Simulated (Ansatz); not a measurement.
## Profile along the Cd–Cd line in Cd (hcp, Mg type)

Cd (hcp, Mg type)

```cif
data_Cd2
_chemical_formula_sum 'Cd2'
_space_group_name_H-M_alt 'P63/mmc'
_space_group_IT_number 194
_space_group_name_Hall '-P 6c 2c'
_cell_length_a 2.94579
_cell_length_b 2.94579
_cell_length_c 5.60304
_cell_angle_alpha 90.000
_cell_angle_beta 90.000
_cell_angle_gamma 120.000
loop_
_atom_site_label
_atom_site_type_symbol
_atom_site_symmetry_multiplicity
_atom_site_Wyckoff_symbol
_atom_site_fract_x
_atom_site_fract_y
_atom_site_fract_z
_atom_site_occupancy
Cd1 Cd 2 d 0.66667 0.33333 0.25000 1
```

Fields along a shortest Cd–Cd line of a (0001) plane (2.95 Å), from Cd to Cd, interpolated on the slice's grid (step about 0.2 Å). All values below come from PBEsol (plane waves to 420 eV, PAW, scalar-relativistic; Ansatz, a first-principles code). k mesh 18×18×9. Inside the PAW spheres the values are not all-electron values, and peaks at nuclei hang on which shells count as valence. Cd was relaxed with its symmetry unable to fall.

| distance from Cd (Å) | valence electron density (e/Å³) | electron localisation function |
|---|---|---|
| 0.00 | 26.54 | x |
| 0.30 | 18.44 | x |
| 0.59 | 6.10 | 0.51 |
| 0.89 | 1.12 | 0.30 |
| 1.18 | 0.31 | 0.20 |
| 1.48 | 0.21 | 0.24 |
| 1.77 | 0.31 | 0.20 |
| 2.07 | 1.12 | 0.30 |
| 2.36 | 6.10 | 0.51 |
| 2.66 | 18.44 | x |
| 2.95 | 26.54 | x |

x: too close to a nucleus for the ELF to mean much.

Density on the Cd–Cd line (2.95 Å) at its midpoint: 0.21 e/Å³. ELF at that point: 0.24.
